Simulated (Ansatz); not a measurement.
Ti4SnS8:
```xyz
13
Lattice="6.8377 0.0000 0.0000 -3.4188 5.9216 0.0000 0.0000 0.0000 7.1277" Properties=species:S:1:pos:R:3 pbc="T T T"
Ti     0.0000     0.0000     0.0000
S      1.7094     0.9869     1.4594
S      3.4188     1.9739     5.7207
Ti     1.7094     2.9608     0.0000
S      3.4188     3.9477     1.4594
S     -1.7094     4.9346     5.6682
Ti     3.4188     0.0000     0.0000
S      5.1282     0.9869     1.4594
S      0.0000     1.9739     5.6682
Ti    -1.7094     2.9608     0.0000
S      0.0000     3.9477     1.4069
S      1.7094     4.9346     5.6682
Sn     0.0000     0.0000     3.5638
```

Relaxed with PBE. Special points in fractions of this cell's reciprocal vectors: Γ (0.000, 0.000, 0.000); M (0.500, 0.000, 0.000); K (0.333, 0.333, 0.000); A (0.000, 0.000, 0.500); L (0.500, 0.000, 0.500); H (0.333, 0.333, 0.500).

Task: List the band energies nearest the Fermi level at these points for PBE (plane waves, PAW; program Ansatz).

Result: In eV from the Fermi level; about four levels below and three above (degenerate sets whole), none deeper than 8.9 eV; points with the same levels are listed once.

```
k                          below           above
-  -----------------------------  --------------
Γ  -0.52 -0.52 -0.28 -0.28 -0.25  0.29 0.29 0.85
M        -1.72 -1.71 -1.57 -0.08  0.04 0.51 0.78
K        -1.93 -1.79 -1.79 -1.75  0.29 0.29 0.47
A  -0.64 -0.64 -0.52 -0.52 -0.41  0.28 0.28 0.78
L        -2.22 -1.68 -1.59 -1.20  0.01 0.21 0.46
H        -2.15 -2.10 -2.10 -1.34  0.48 0.57 0.57
```

Space group P-3m1. The start of the workflow was typed in or built on a structure type; neither database checked (COD, Materials Project) lists it. Whether it is the stable phase at ambient conditions was not checked. The PBE relaxation kept the symmetry of its start; whether a distortion lowers the energy is not shown. The workflow began spin-polarised and lost its moments. Spin–orbit coupling is left out wherever it is not named.

Potentials: the earlier of the program's two PAW sets.
